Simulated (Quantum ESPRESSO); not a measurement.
# Computed records: Ga$_{3}$SiCN$_{3}$ (made-up cell)

All values are calculated (Quantum ESPRESSO 7.5). Calculation on a made-up crystal cell, not a measurement, run twice, once with a planted mistake found by running each candidate: periodic Kohn-Sham density functional theory in plane waves with PseudoDojo standard norm-conserving scalar-relativistic pseudopotentials, each functional with its own files (v0.5 for PBE, v0.4.1 for LDA and PBEsol), no spin polarisation, no spin-orbit coupling, atoms not relaxed, stress positive in tension, energies less a fixed whole-eV offset for each atom's element; levels are Kohn-Sham levels at fractions of this cell's reciprocal vectors, counted from the reference band (half the neutral cell's valence electrons, rounded up) at Gamma; error bars cover cutoff and k-mesh only, not smearing or the files; a charged cell sits in a uniform background, with energy and stress on this program's zero of potential; each bar is the largest change over components, and at least 0.002 eV, 0.002 eV per angstrom or 0.02 GPa; energies are for the whole cell, and the offsets were chosen from early runs and are not element reference energies; a distance is the largest change of any value in units of its error bar, a scale change is of lengths, and a coarse mesh keeps the half-step shift.

## Ga$_{3}$SiCN$_{3}$ (made-up cell)

Intended structure:
```xyz
8
Lattice="3.3317 -0.0153 0.0241 -0.0265 5.7796 0.0004 0.0393 0.0004 5.3447" Properties=species:S:1:pos:R:3 Ga3SiCN3
Si     0.0715    -0.1763    -0.0086
Ga     1.6276     2.8285     0.0454
Ga     1.8410     1.0073     2.6650
Ga     0.0243     3.8660     2.7089
N      0.0117    -0.1309     2.0807
N      1.5676     2.9246     1.9499
C      1.7290     1.0167     4.7874
N      0.0934     3.7639     4.6154
```

| Item | Value |
| --- | --- |
| lattice type | wurtzite |
| intended functional | pbe |
| intended cutoff | 1143 eV |
| intended fermi dirac smearing | 0.025 eV |
| intended scf tolerance | 1e-07 eV |
| intended electrons removed | 0 |
| healthy free energy less offsets | -2.634 eV |
| healthy smearing term minus ts | 0 eV |
| healthy scf iterations | 13 |
| healthy pressure | -13.3 GPa |
| healthy stress xx | 15.83 GPa |
| healthy stress yy | 14.59 GPa |
| healthy stress zz | 9.49 GPa |
| healthy stress yz | -0.15 GPa |
| healthy stress xz | 0.87 GPa |
| healthy stress xy | 0.91 GPa |
| healthy reference band | 31 |
| faulty free energy less offsets | -2.845 eV |
| faulty smearing term minus ts | 0 eV |
| faulty scf iterations | 13 |
| faulty pressure | -9.91 GPa |
| faulty stress xx | 13.16 GPa |
| faulty stress yy | 10.89 GPa |
| faulty stress zz | 5.66 GPa |
| faulty stress yz | -0.19 GPa |
| faulty stress xz | 1.06 GPa |
| faulty stress xy | 1.41 GPa |
| faulty reference band | 31 |
| candidate k points along each vector | 1 |
| candidate cutoff | 665 eV |
| candidate smearing | 0.6 eV |
| candidate functional | lda |
| candidate scf tolerance | 0.04 eV |
| candidate electrons removed | 1 |
| candidate scale change | -0.95 percent |
| candidate first exchanged site | 1 |
| candidate second exchanged site | 4 |
| intended k mesh | 5 x 4 x 4, shifted by half a step |
| structure shown | as intended, without the mistake |
| fault kind | cell scaled |
| other mistakes run | 7 |
| distance from healthy | 89.3 error bars |
| distance from nearest other mistake | 84.18 error bars |
| healthy error bar energy | 0.01062 eV |
| healthy error bar stress | 0.07477 GPa |
| healthy error bar force | 0.006037 eV/Å |
| healthy error bar next band up | 0.00203 eV |

Atoms:
```tsv
atoms element	atom site	atom energy offset (eV)
Si	1	-115
Ga	2	-2080
Ga	3	-2080
Ga	4	-2080
N	5	-283
N	6	-283
C	7	-163
N	8	-283
```

Healthy forces:
```tsv
site	x (eV/Å)	y (eV/Å)	z (eV/Å)
1	-0.245	2.003	0.244
2	0.44	0.482	-0.196
3	-1.121	-0.315	0.579
4	-0.533	-0.926	-0.948
5	0.691	1.26	-2.83
6	1.118	-0.371	1.453
7	0.293	-4.521	-0.398
8	-0.643	2.387	2.097
```

Healthy levels:
```tsv
level k point	next band up (eV)
Gamma	1.003
(1/2,1/2,1/2)	2.209
(0.15,0,0)	1.99
(0,0.15,0)	1.467
(0,0,0.15)	1.605
```

Faulty forces:
```tsv
site	x (eV/Å)	y (eV/Å)	z (eV/Å)
1	-0.269	2.092	0.256
2	0.504	0.57	-0.268
3	-1.206	-0.298	0.59
4	-0.625	-1.054	-1
5	0.778	1.397	-2.996
6	1.198	-0.384	1.584
7	0.324	-4.801	-0.404
8	-0.704	2.479	2.239
```

Faulty levels:
```tsv
level k point	next band up (eV)
Gamma	1.185
(1/2,1/2,1/2)	2.327
(0.15,0,0)	2.142
(0,0.15,0)	1.629
(0,0,0.15)	1.758
```

Candidate mistake: coarse kmesh, low cutoff, wide smearing, wrong functional, loose scf, wrong charge, cell scaled, atoms exchanged
